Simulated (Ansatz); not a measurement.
Starting cell, SiC (zinc blende):

```
SiC
1.0
    0.00000     2.17839     2.17839
    2.17839     0.00000     2.17839
    2.17839     2.17839     0.00000
C Si
1 1
Direct
  0.75000   0.75000   0.75000
  0.00000   0.00000   0.00000
```

In this cell atom 2 (Si, nearest neighbour C at 1.887 Å; its periodic images, 3.1 Å or more away, move with it) is moved by s towards the nearest neighbour, unit vector (-0.577, -0.577, -0.577); all other atoms and the cell stay fixed.

Calculation: PBEsol (plane waves to 420 eV, PAW, scalar-relativistic; Ansatz, a program for electronic structure). k mesh 10×10×10 (Γ-centred), Fermi-Dirac smearing 0.05 eV. E stands for the smeared free energy. Stress and pressure are positive under compression. Left out: 1 of 11 points, with atoms too close for the PAW data. As the smearing reaches across the gap at some points, energies and forces of such displacements shift with the k mesh and the smearing. F∥ is the force on the atom along that direction. SiC was relaxed with its symmetry unable to fall. The zero of ΔE is the undisplaced structure.

| s (Å) | F∥ (eV/Å) | P (GPa) | ΔE (meV/cell) |
|---|---|---|---|
| -0.570 | 2.003 | 12.9 | 1235 |
| -0.456 | 2.542 | 10.9 | 974 |
| -0.342 | 2.786 | 7.7 | 666 |
| -0.228 | 2.569 | 4.2 | 356 |
| -0.114 | 1.701 | 1.3 | ? |
| 0.000 | 0.000 | 0.0 | 0 |
| 0.114 | -2.749 | ? | 145 |
| 0.228 | -6.896 | 8.9 | 680 |
| 0.342 | -13.101 | 23.8 | 1795 |
| 0.456 | -22.626 | 50.4 | 3792 |

Problem. Fill in the missing entries.

Solution. 
- -0.114, ΔE (meV/cell): 106
- 0.114, P (GPa): 1.9

(For displaced atoms, the force is minus the slope of the energy, and its curvature is a force constant, which sets phonon frequencies.)
